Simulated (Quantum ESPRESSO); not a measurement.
## Ga3InO4FN (convergence and cost over cutoff and k mesh)

Simulated, not a measurement. The program is pw.x of Quantum ESPRESSO 7.5 (plane-wave density functional theory). The cell is made up: 10 atoms on a corundum lattice, with randomly drawn elements, strain and displacements, not relaxed. PseudoDojo standard norm-conserving files (v0.5 for PBE, v0.4.1 for LDA and PBEsol) set the functional; there is no spin polarisation, spin-orbit coupling or dispersion term, and the masses in the input are unused placeholders.

Input of the run in row 4:

```
&control calculation='scf', pseudo_dir='./dojo.nc.sr.pbe.v0_5.standard.upf', outdir='./o', disk_io='medium', tprnfor=.true., tstress=.true. /
&system ibrav=0, nat=10, ntyp=5, nbnd=50, ecutwfc=84.00895049, nosym=.true., tot_charge=0,
 occupations='smearing', smearing='fd', degauss=0.0018374661
/
&electrons conv_thr=7.350e-09, electron_maxstep=60, /
ATOMIC_SPECIES
F 1.0 F.upf
Ga 1.0 Ga.upf
In 1.0 In.upf
N 1.0 N.upf
O 1.0 O.upf
CELL_PARAMETERS angstrom
2.5461 1.4387 4.6316
-2.5452 1.457 4.6252
0.0164 -3.0945 4.6926
ATOMIC_POSITIONS angstrom
Ga 0.0165 -0.1905 4.856
Ga 0.1257 -0.1277 1.9941
Ga 0.0258 -0.1354 9.0835
In -0.1137 -0.1973 11.9517
O -1.0492 1.3461 8.0258
O -0.7408 -1.7673 8.0758
F 1.811 -0.0275 8.1809
O 1.0266 -1.5651 5.8464
O 0.7958 1.5231 5.7791
N -1.8359 -0.1615 5.8552
K_POINTS automatic
5 5 5 1 1 1
```

The same cell was run at these settings. Meshes are shifted by half a step, and differences are from the last row, which is itself not exact.

```
cutoff (eV)     k mesh  k points solved  threshold (eV)  free energy less the last row's (eV)  pressure (GPa)  largest stress difference (GPa)  largest force difference (eV/Å)  iterations  wall time (s)  k-point pools              processor
        800  2 x 2 x 2                4           1e-04                                 3.527          -34.33                            48.50                            0.053           9             32              1  AMD EPYC, Zen 5 class
       1143  2 x 2 x 2                4           1e-07                                 0.048           13.84                             0.36                            0.035          14             96              1  AMD EPYC, Zen 5 class
        853  5 x 5 x 5               63           1e-07                                 1.314           -7.39                            21.28                            0.033          13            557              1  AMD EPYC, Zen 5 class
       1143  5 x 5 x 5               63           1e-07                                 0.003           13.81                             0.02                            0.001          13            829              1  AMD EPYC, Zen 5 class
       1437  7 x 7 x 7              172           1e-07                                 0.000           13.83                             0.00                            0.000          13           3390              1  AMD EPYC, Zen 5 class
```

Each pool is one process. Wall times include start-up and a band step at six k points, which weighs most on the coarsest meshes. The runs were on shared virtual cores whose load varied, so times are rough.